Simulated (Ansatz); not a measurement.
Ti4P3 in space group I-43d (No. 220; P on 12a, Ti on 16c) under volume change, LDA in the plane-wave PAW code Ansatz, shape and atoms relaxed at each volume.

| V (Å³/atom) | E − E(relaxed) (meV/atom) | P (GPa) |
|---|---|---|
| 12.547 | 71.7 | 20.07 |
| 12.961 | 30.1 | 12.31 |
| 13.374 | 7.1 | 5.69 |
| 13.788 | 0.0 | 0.00 |
| 14.202 | 6.4 | -4.85 |
| 14.615 | 24.4 | -8.98 |
| 15.029 | 52.3 | -12.50 |

What does a third-order Birch–Murnaghan fit give for V₀, B₀ and B′?

V₀ = 13.79 Å³/atom, B₀ = 174 GPa, B′ = 4.2.

The workflow started from an entry of the Crystallography Open Database (COD). Its standing as an ambient phase is unchecked. The cell was relaxed with LDA under the symmetry of its start; of distortions, only those at the zone centre were tested. No spin polarisation was allowed.

Potentials: the later of the program's two PAW sets.
